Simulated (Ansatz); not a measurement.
An Ansatz input:

```yaml
crystal:
  lattice:
    - [2.4538495942, 0.0, 0.0]
    - [-1.2269247971, 2.1250960857, 0.0]
    - [0.0, 0.0, 7.9167930197]
  atoms:
    - { symbol: Mn, position: [1.0, 0.0, 0.0], spin: 3.0 }
    - { symbol: Mn, position: [1.0, 1.0, 0.5], spin: 3.0 }
    - { symbol: Mn, position: [0.3333333333, 0.6666666667, 0.25], spin: 3.0 }
    - { symbol: Mn, position: [0.6666666667, 0.3333333333, 0.75], spin: 3.0 }
hamiltonian:
  xc: pbesol
  pseudopotentials:
    kind: paw
    azcp:
      Mn: "pseudopotentials/Mn.paw.azcp"
basis:
  ecutwfc: 420
  fft_grid_basis: typed
kpoints:
  mp_grid: { grid: [19, 19, 6], shift: [0, 0, 0] }
magnetization:
  spin_polarized: true
scf:
  occupations: { method: fermi_dirac, width: 0.05 }
```

and its output:

```
Warning: the record states the generating functional pbe (its physics header spells it `PBE`), which answers neither for hamiltonian.xc's functional nor for the pbesol family's — results may be inconsistent (PPs are generated against a specific XC)
Engine: ansatz 0.2.0, aarch64-unknown-linux-gnu
Pseudopotentials: kind: paw
Pseudopotential: Mn, paw, valence charge 15, recommended cutoff 420 eV (normal) 
Functional definition: PBEsol
  exchange = pbesol_x
  correlation = pbesol_c
Crystal: 4 atoms, lattice volume = 41.283 Å³
Basis set: ecut = 420 eV, 765 PW (Γ)
Bands: 44, of which v1, the nominal top of the filled ones, is band 30 counted from 1 (29 counted from 0)
Symmetry: 24 space group operations
Space group: P63/mmc (ITA 194), of the structure as read, at distance tolerance 3.5e-5 Å
Magnetic group: BNS 194.263 (UNI 1493), of the structure as read, at distance tolerance 3.5e-5 Å
k-points: 160 of 2166
Non-local potential: Mn, projectors of the file, l = 0: 3, l = 1: 2, l = 2: 3, l = 3: 1
PAW form: soft (Blöchl's): semilocal exchange-correlation on the pseudo side does not see the compensation charge
PAW frozen core: Mn, regenerated for the run's functional, and the local potential with it (the file was generated under x = pbe(κ = 0.804, μ = 0.2195149727645171), c = pbe(β = 0.06672455060314922))
PAW one-centre angular grid: Mn, 590 points (default); XC on 64 Gauss nodes
Initial density: superposition of atomic densities (chi_scale 0.1, normalization cell)
Starting moments: Σ|m| = 12 μB on 4 of 4 sites
Initial wavefunctions: pseudopotential atomic-orbital guess
Functional: x = pbesol(κ = 0.804, μ = 0.12345679012345678), c = pbesol(β = 0.046)
SCF iter   1: F=—  HF=-15483.083413 eV  |F-HF|=—  |Δ(HF+E_count)|=         —  Δρ=3.95e-1 (↑3.95e-1 ↓2.03e-1)  dr2=1.40e1  dr2_m=3.27e1  M=1.088 μB ∫|m|=1.134 μB  β_m=0.30  ethr=3.10e-3  ⟨swp⟩=5.4  Hψ=45248  notcnv=0  defer=41
Mixer restart at iter 1: flushing history
SCF iter   2: F=—  HF=-15474.468020 eV  |F-HF|=—  |Δ(HF+E_count)|=    8.62e0  Δρ=2.40e-1 (↑2.40e-1 ↓1.70e-1)  dr2=2.23e0  dr2_m=1.57e1  M=1.219 μB ∫|m|=1.232 μB  β_m=0.56  ethr=3.10e-3  ⟨swp⟩=3.5  Hψ=29860  notcnv=0  defer=1407
SCF iter   3: F=—  HF=-15475.604150 eV  |F-HF|=—  |Δ(HF+E_count)|=    1.14e0  Δρ=1.00e-1 (↑1.00e-1 ↓2.52e-2)  dr2=2.43e0  dr2_m=1.20e0  M=0.466 μB ∫|m|=0.472 μB  β_m=0.52  ethr=3.10e-3  ⟨swp⟩=3.9  Hψ=25869  notcnv=0  defer=1390
SCF iter   4: F=—  HF=-15475.018875 eV  |F-HF|=—  |Δ(HF+E_count)|=   5.85e-1  Δρ=2.33e-2 (↑1.13e-2 ↓2.33e-2)  dr2=3.09e-1  dr2_m=4.43e-2  M=0.175 μB ∫|m|=0.229 μB  β_m=0.49  ethr=3.10e-3  ⟨swp⟩=3.3  Hψ=26426  notcnv=0  defer=1387
SCF iter   5: F=—  HF=-15475.057892 eV  |F-HF|=—  |Δ(HF+E_count)|=   3.90e-2  Δρ=1.31e-2 (↑7.71e-3 ↓1.31e-2)  dr2=1.26e-1  dr2_m=9.27e-3  M=0.127 μB ∫|m|=0.252 μB  β_m=0.53  ethr=5.15e-4  ⟨swp⟩=3.0  Hψ=20964  notcnv=0  defer=1370
SCF iter   6: F=—  HF=-15475.102723 eV  |F-HF|=—  |Δ(HF+E_count)|=   4.48e-2  Δρ=5.43e-3 (↑5.43e-3 ↓3.80e-3)  dr2=9.31e-3  dr2_m=6.37e-3  M=-0.002 μB ∫|m|=0.208 μB  β_m=0.62  ethr=2.09e-4  ⟨swp⟩=3.0  Hψ=24633  notcnv=0  defer=1356
SCF iter   7: F=—  HF=-15475.099141 eV  |F-HF|=—  |Δ(HF+E_count)|=   3.58e-3  Δρ=1.44e-3 (↑1.44e-3 ↓8.31e-4)  dr2=4.31e-4  dr2_m=4.11e-4  M=0.012 μB ∫|m|=0.187 μB  β_m=0.80  ethr=1.55e-5  ⟨swp⟩=2.0  Hψ=16956  notcnv=0  defer=1356
SCF iter   8: F=—  HF=-15475.099265 eV  |F-HF|=—  |Δ(HF+E_count)|=   1.24e-4  Δρ=1.28e-3 (↑1.24e-3 ↓1.28e-3)  dr2=1.96e-5  dr2_m=5.90e-4  M=0.013 μB ∫|m|=0.149 μB  β_m=0.90  ethr=7.18e-7  ⟨swp⟩=2.0  Hψ=20019  notcnv=0  defer=1356
SCF iter   9: F=-15475.098795 eV  HF=-15475.099404 eV  |F-HF|=6.09e-4  |Δ(HF+E_count)|=   1.39e-4  Δρ=1.26e-3 (↑1.26e-3 ↓8.96e-4)  dr2=6.69e-4  dr2_m=2.19e-4  M=0.009 μB ∫|m|=0.111 μB  β_m=0.90  ethr=3.26e-8  ⟨swp⟩=2.9  Hψ=26796  notcnv=0  defer=1356
SCF iter  10: F=-15475.098718 eV  HF=-15475.099510 eV  |F-HF|=7.93e-4  |Δ(HF+E_count)|=   1.06e-4  Δρ=8.36e-4 (↑8.36e-4 ↓8.35e-4)  dr2=7.55e-4  dr2_m=2.14e-5  M=0.004 μB ∫|m|=0.053 μB  β_m=0.71  ethr=3.26e-8  ⟨swp⟩=3.0  Hψ=28119  notcnv=0  defer=1356
SCF iter  11: F=-15475.099238 eV  HF=-15475.099284 eV  |F-HF|=4.57e-5  |Δ(HF+E_count)|=   2.26e-4  Δρ=5.61e-4 (↑3.35e-4 ↓5.61e-4)  dr2=6.77e-5  dr2_m=6.96e-5  M=-0.004 μB ∫|m|=0.046 μB  β_m=0.65  ethr=3.26e-8  ⟨swp⟩=3.0  Hψ=27617  notcnv=0  defer=1353
SCF iter  12: F=-15475.099286 eV  HF=-15475.099288 eV  |F-HF|=2.14e-6  |Δ(HF+E_count)|=   4.30e-6  Δρ=6.56e-5 (↑3.34e-5 ↓6.56e-5)  dr2=3.88e-6  dr2_m=1.75e-7  M=-0.000 μB ∫|m|=0.003 μB  β_m=0.70  ethr=3.26e-8  ⟨swp⟩=2.0  Hψ=22443  notcnv=0  defer=1353
SCF iter  13: F=-15475.099289 eV  HF=-15475.099289 eV  |F-HF|=2.89e-9  |Δ(HF+E_count)|=   4.27e-7  Δρ=2.18e-5 (↑2.06e-5 ↓2.18e-5)  dr2=1.45e-8  dr2_m=1.66e-7  M=0.000 μB ∫|m|=0.003 μB  β_m=0.78  ethr=6.47e-9  ⟨swp⟩=1.5  Hψ=16289  notcnv=0  defer=1353
SCF iter  14: F=-15475.099289 eV  HF=-15475.099289 eV  |F-HF|=2.82e-9  |Δ(HF+E_count)|=   3.69e-8  Δρ=8.29e-6 (↑8.29e-6 ↓5.56e-6)  dr2=4.25e-9  dr2_m=1.79e-8  M=0.000 μB ∫|m|=0.001 μB  β_m=0.78  ethr=2.42e-11  ⟨swp⟩=2.1  Hψ=23204  notcnv=0  defer=1353
SCF iter  15: F=-15475.099289 eV  HF=-15475.099289 eV  |F-HF|=5.91e-10  |Δ(HF+E_count)|=   2.39e-9  Δρ=7.83e-7 (↑7.83e-7 ↓7.49e-7)  dr2=9.16e-10  dr2_m=5.86e-12  M=-0.000 μB ∫|m|=0.000 μB  β_m=0.73  ethr=7.09e-12  ⟨swp⟩=2.1  Hψ=22969  notcnv=0  defer=1353
SCF iter  16: F=-15475.099289 eV  HF=-15475.099289 eV  |F-HF|=8.55e-11  |Δ(HF+E_count)|=  1.82e-11  Δρ=2.71e-7 (↑2.71e-7 ↓1.44e-7)  dr2=9.44e-11  dr2_m=2.07e-12  M=-0.000 μB ∫|m|=0.000 μB  ethr=1.53e-12  ⟨swp⟩=1.6  Hψ=33210  notcnv=0
SCF 1 converged in 16 iterations: F = -15475.099289 eV  dr2 = 9.44e-11
at 2 of the mixer's solves, the last at iteration 9, it left a direction of its history that read negative out of its fit and stepped the other way along it
WARN: the starting moments were not kept: the SCF closed with an absolute magnetisation of 3.9e-5 μB, where they sum to 12 μB in size (4 sites). That is at most 0.1 of that sum. Measured as dr2_m measures the in/out step, that magnetisation stands 5.4e-10 eV from none, at or under the dr2_threshold of 1.0e-7 eV: it is no larger than a step whose dr2_m would equal this threshold. The system may hold no moment; this SCF shows only that its start led to no more than that. To try another start: raise the starting moments (crystal.atoms[].spin, magnetization.per_species, magnetization.initial_magnetization, or on a non-collinear deck that types none of these the spinor_matrix: blocks that start its atoms; where the total moment is fixed, keep their sum and leave initial_magnetization as it is; typed ones take the place of any that the run laid by itself, positive ones on a crystal's lanthanoids without a Hubbard term where scf.initial_density.shell_occupations: [] is typed) or, if the notice of its spin-set hold's release reads "site moments contracting" or "site moments show no strong build", lengthen the hold (scf.mixing.spin_hold: { on: { confirm: 4 } }; for m-r²SCAN on two components see the key's manual first). Each may lead to a state that holds a moment. A second SCF, from the converged charge density, with the starting moments and any scf.initial_density.shell_occupations laid on it anew, would have followed, and was not run: the deck does not ask for one (magnetization.retry_lost_moments is false, the default). To let it run, set magnetization.retry_lost_moments: true and run the deck again, where that key's refused combinations let it; where memory then withholds it, that run's warning says so.
SCF converged after 16 iterations
Magnetization: -0.0000 μB (30.0000 up, 30.0000 down)
Absolute magnetization: 0.0000 μB (∫|ρ↑−ρ↓|, with the PAW one-centre terms)
Spin contamination: 0.0000 ħ² per cell (⟨S²⟩ above its minimum at these occupations)
Per-site moments (μB) at R_I (Å): [(-1.0325640160453168e-5, 1.0040246335971912), (-1.0325640160577304e-5, 1.004024633597191), (8.37676284731717e-6, 1.0040246335971912), (8.376762846965156e-6, 1.004024633597191)]
Free energy (F): -15475.099289 eV
Harris-Foulkes:  -15475.099289 eV  (|F-HF|=8.55e-11)
Internal energy: -15475.059632 eV  (E = F + TS)
E sigma→0 (E₀):  -15475.079460 eV
Entropy (-TS):   -0.039657 eV (-9.914 meV/atom)
Fermi energy:    21.077981 eV
--- Per-component energies (eV) ---
  E_band       = -577.889318
  E_kinetic    = 1240.166277
  E_local      = -6076.554344  (includes V_loc(G=0)·N_el)
  E_nonlocal   = 949.468709
  E_hartree    = 2534.808161
  E_xc         = -463.091697
  E_vxc        = -595.859025  (∫ρ·V_xc dr)
  E_paw        = -5064.860732  (= ΣΔE_a)
  E_vpaw       = -1164.727115  (= ΣTr[D̂ρ^β])
  E_aug_tail   = -0.000037  (compensation charges beyond the density's cutoff)
  E_ewald      = -8595.674572
  E_core_change = 0.678601  (= ΣΔE_core)
  E_smearing   = -0.039657  (= −TS)
  E_closure    = 0.000000  (closes the sum)
  Σ components = -15475.099289   (vs F -15475.099289, Δ=0.00e0)
```
